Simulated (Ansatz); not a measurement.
An Ansatz input:

```yaml
crystal:
  lattice:
    - [3.1508842372, 0.0, 0.0]
    - [0.0, 3.1508842372, 0.0]
    - [0.0, 0.0, 3.1508842372]
  atoms:
    - { symbol: Te, position: [0.0, 0.0, 0.0] }
hamiltonian:
  xc: pbesol
  pseudopotentials:
    kind: paw
    azcp:
      Te: "pseudopotentials/Te.paw.azcp"
basis:
  ecutwfc: 420
  fft_grid_basis: typed
kpoints:
  mp_grid: { grid: [11, 11, 11], shift: [0, 0, 0] }
magnetization:
  spin_polarized: false
scf:
  occupations: { method: fermi_dirac, width: 0.1 }
  lower_state_search: "off"
output:
  stress: true
```

and its output:

```
Warning: the record states the generating functional pbe (its physics header spells it `PBE`), which answers neither for hamiltonian.xc's functional nor for the pbesol family's — results may be inconsistent (PPs are generated against a specific XC)
Engine: ansatz 0.2.0, aarch64-unknown-linux-gnu
Pseudopotentials: kind: paw
Pseudopotential: Te, paw, valence charge 16, recommended cutoff 420 eV (normal) 
Functional definition: PBEsol
  exchange = pbesol_x
  correlation = pbesol_c
Crystal: 1 atoms, lattice volume = 31.282 Å³
Basis set: ecut = 420 eV, 619 PW (Γ)
Bands: 12, of which v1, the nominal top of the filled ones, is band 8 counted from 1 (7 counted from 0)
Symmetry: 48 space group operations
Space group: Pm-3m (ITA 221), of the structure as read, at distance tolerance 3.2e-5 Å
k-points: 56 of 1331
Non-local potential: Te, projectors of the file, l = 0: 2, l = 1: 2, l = 2: 2, l = 3: 2
PAW form: soft (Blöchl's): semilocal exchange-correlation on the pseudo side does not see the compensation charge
PAW frozen core: Te, regenerated for the run's functional, and the local potential with it (the file was generated under x = pbe(κ = 0.804, μ = 0.2195149727645171), c = pbe(β = 0.06672455060314922))
PAW one-centre angular grid: Te, 590 points (default); XC on 64 Gauss nodes
Initial density: superposition of atomic densities (neutral atoms: chi_scale 0, normalization atom), corrected by the library's trained network
Initial wavefunctions: pseudopotential atomic-orbital guess
Functional: x = pbesol(κ = 0.804, μ = 0.12345679012345678), c = pbesol(β = 0.046)
SCF iter   1: F=—  HF=-6901.500320 eV  |F-HF|=—  |Δ(HF+E_count)|=         —  Δρ=1.69e-3  dr2=3.00e-4  ethr=1.77e-3  ⟨swp⟩=5.2  Hψ=4085  notcnv=0
SCF iter   2: F=—  HF=-6901.499461 eV  |F-HF|=—  |Δ(HF+E_count)|=   8.59e-4  Δρ=8.95e-4  dr2=9.10e-5  ethr=1.87e-6  ⟨swp⟩=3.0  Hψ=1641  notcnv=0
SCF iter   3: F=—  HF=-6901.499482 eV  |F-HF|=—  |Δ(HF+E_count)|=   2.09e-5  Δρ=1.86e-4  dr2=1.41e-5  ethr=5.69e-7  ⟨swp⟩=2.0  Hψ=1117  notcnv=0
SCF iter   4: F=—  HF=-6901.499471 eV  |F-HF|=—  |Δ(HF+E_count)|=   1.13e-5  Δρ=6.76e-5  dr2=1.22e-6  ethr=8.81e-8  ⟨swp⟩=2.0  Hψ=1110  notcnv=0
iter 5 did not close the SCF: its close was put off for the readings that it lacked (scf_convergence_deferred on its scf_iter line)
SCF iter   5: F=-6901.499471 eV  HF=-6901.499471 eV  |F-HF|=3.38e-8  |Δ(HF+E_count)|=   2.84e-8  Δρ=1.10e-5  dr2=4.05e-8  ethr=7.62e-9  ⟨swp⟩=2.0  Hψ=1123  notcnv=0
SCF iter   6: F=-6901.499471 eV  HF=-6901.499471 eV  |F-HF|=5.19e-9  |Δ(HF+E_count)|=   1.20e-8  Δρ=3.37e-6  dr2=4.46e-9  ethr=2.53e-10  ⟨swp⟩=2.1  Hψ=2194  notcnv=0
SCF 1 converged in 6 iterations: F = -6901.499471 eV  dr2 = 4.46e-9
SCF converged after 6 iterations
Free energy (F): -6901.499471 eV
Harris-Foulkes:  -6901.499471 eV  (|F-HF|=5.19e-9)
Internal energy: -6901.481826 eV  (E = F + TS)
E sigma→0 (E₀):  -6901.490648 eV
Entropy (-TS):   -0.017645 eV (-17.645 meV/atom)
Fermi energy:    9.939333 eV
--- Per-component energies (eV) ---
  E_band       = -249.358573
  E_kinetic    = 180.741994
  E_local      = -1175.836299  (includes V_loc(G=0)·N_el)
  E_nonlocal   = -308.120992
  E_hartree    = 768.799342
  E_xc         = -123.505013
  E_vxc        = -104.297368  (∫ρ·V_xc dr)
  E_paw        = -4584.217943  (= ΣΔE_a)
  E_vpaw       = -379.448128  (= ΣTr[D̂ρ^β])
  E_aug_tail   = -0.000149  (compensation charges beyond the density's cutoff)
  E_ewald      = -1659.717580
  E_core_change = 0.374815  (= ΣΔE_core)
  E_smearing   = -0.017645  (= −TS)
  E_closure    = -0.000000  (closes the sum)
  Σ components = -6901.499471   (vs F -6901.499471, Δ=0.00e0)
--- Stress (GPa, compression-positive) ---
        0.009485       0.000000       0.000000
        0.000000       0.009485       0.000000
        0.000000       0.000000       0.009485
  P = ⅓ Tr σ = 0.0095 GPa (0.095 kbar)
```

Command:

```sh
ansatz run input.yaml --threads 2 --pin off --max-ram 5120MiB --backend cpu --events-out ev --progress --plain --runs-dir out
```

On 2 threads of Arm Neoverse V1 (shared host) this took about 0.77 s of wall time and 1.3 s of CPU time.
